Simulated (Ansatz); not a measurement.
HfN:
```
HfN
1.0
    0.00000     2.26275     2.26275
    2.26275     0.00000     2.26275
    2.26275     2.26275     0.00000
N Hf
1 1
Direct
  0.00000   0.00000   0.00000
  0.50000   0.50000   0.50000
```

Relaxed with r²SCAN. Special points in fractions of this cell's reciprocal vectors: Γ (0.000, 0.000, 0.000); X (0.500, 0.000, 0.500); U (0.625, 0.250, 0.625); K (0.375, 0.375, 0.750); L (0.500, 0.500, 0.500); W (0.500, 0.250, 0.750).

Question: List the band energies nearest the Fermi level at these points for r²SCAN (plane waves, PAW; program Ansatz).

Answer: In eV from the Fermi level; about four levels below and three above (degenerate sets whole), none deeper than 8.9 eV; … stands for higher levels left out; points with the same levels are listed once.

```
k                                below           above
-  -----------------------------------  --------------
Γ  -3.32 -3.32 -3.32 -0.35 -0.35 -0.35          1.98 …
X              -5.92 -4.06 -4.06 -3.88  4.13 5.50 5.50
U              -6.73 -6.01 -5.37 -0.87  3.94 4.47 6.09
L                          -6.63 -6.63  3.33 3.73 3.73
W                    -6.55 -5.91 -5.91  1.14 1.14 5.52
```

Space group Fm-3m (rock salt). The r²SCAN relaxation kept the symmetry of its start; of distortions, only those at the zone centre were tested. The run is not spin-polarised. With an odd number of electrons in the cell and no spin polarisation, the count alone makes it a metal. Spin–orbit coupling is left out wherever it is not named.

Potentials: the later of the program's two PAW sets.
